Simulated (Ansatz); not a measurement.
Al2Cu:
```xyz
6
Lattice="-2.9986 2.9986 2.4026 2.9986 -2.9986 2.4026 2.9986 2.9986 -2.4026" Properties=species:S:1:pos:R:3 pbc="T T T"
Cu     0.0000     0.0000     1.2013
Cu     0.0000     0.0000     3.6039
Al     0.9554     2.0432     2.4026
Al     2.0432     0.9554     0.0000
Al     0.9554     3.9541     0.0000
Al     2.0432    -0.9554     2.4026
```

Relaxed with r²SCAN. Special points in fractions of this cell's reciprocal vectors: Γ (0.000, 0.000, 0.000); X (0.000, 0.000, 0.500); M (-0.500, 0.500, 0.500); Z (0.410, 0.410, -0.410); Z0 (-0.410, 0.590, 0.410); P (0.250, 0.250, 0.250); N (0.000, 0.500, 0.000).

Question: List the band energies nearest the Fermi level at these points for r²SCAN (plane waves, PAW; program Ansatz).

Answer: In eV from the Fermi level; about four levels below and three above (degenerate sets whole), none deeper than 8.9 eV; points with the same levels are listed once.

| k | below | above |
|---|---|---|
| Γ | -1.43 -1.43 -0.98 -0.05 | 0.02 1.74 1.74 |
| X | -1.74 -1.51 -0.79 -0.72 | 0.83 1.36 4.86 |
| M | -3.57 -3.41 -3.41 -1.93 | 2.80 3.05 3.05 |
| Z | -3.53 -3.45 -3.45 -1.10 | 1.64 1.80 1.80 |
| P | -4.20 -4.20 -4.01 -4.01 | 0.41 0.41 0.69 0.69 |
| N | -3.32 -3.32 -2.78 -2.78 | 0.20 0.20 4.32 4.32 |

Space group I4/mcm. Symmetry was held in the r²SCAN relaxation. The run is not spin-polarised.

Potentials: the earlier of the program's two PAW sets.
